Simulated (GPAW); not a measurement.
## ScF3: changing the Hubbard U on Sc d

```
CELL_PARAMETERS angstrom
4.01245 0.00000 0.00000
0.00000 4.01245 0.00000
0.00000 0.00000 4.01245
ATOMIC_POSITIONS crystal
Sc 0.00000 0.00000 0.00000
F 0.00000 0.00000 0.50000
F 0.00000 0.50000 0.00000
F 0.50000 0.00000 0.00000
```

Kept alike: task band structure; functional PBEsol; k mesh 7 × 7 × 7; occupations fermi-dirac, width 0.05 eV; no spin polarisation. Program: GPAW, PAW data sets generated for this functional, cutoff 800 eV. The mesh is that of the run's cell of 4 atoms. No spin-orbit coupling.

| run | band gap (eV) | pressure (GPa) |
| --- | --- | --- |
| A | 7.571 | 3.48 |
| B | 7.657 | 7.60 |
| C | 7.234 | 2.46 |
| D | 6.271 | -0.54 |
| E | 7.717 | 5.54 |
| F | 6.583 | 0.45 |
| G | 6.904 | 1.45 |

Pressure is positive in compression; the values hold the error of the finite cutoff, so their zero can differ a little from the energy's minimum. U acts here on a shell without spin polarisation. How U acts hangs on the program's projectors. Gaps are the smaller of the mesh's and the band path's.

**Question.** The runs differ in the Hubbard U on Sc d alone: 0; 1; 2; 3; 4; 6; 8 eV. Which run is which?

**Answer.** Run A is 4 eV; run B is 8 eV; run C is 3 eV; run D is 0 eV; run E is 6 eV; run F is 1 eV; run G is 2 eV. The band gap runs from 6.271 (0) to 7.717 eV (6). The pressure rises from -0.54 to 7.60 GPa between 0 and 8 eV. U localises the shell and weakens its bonds, so the cell pushes outwards.
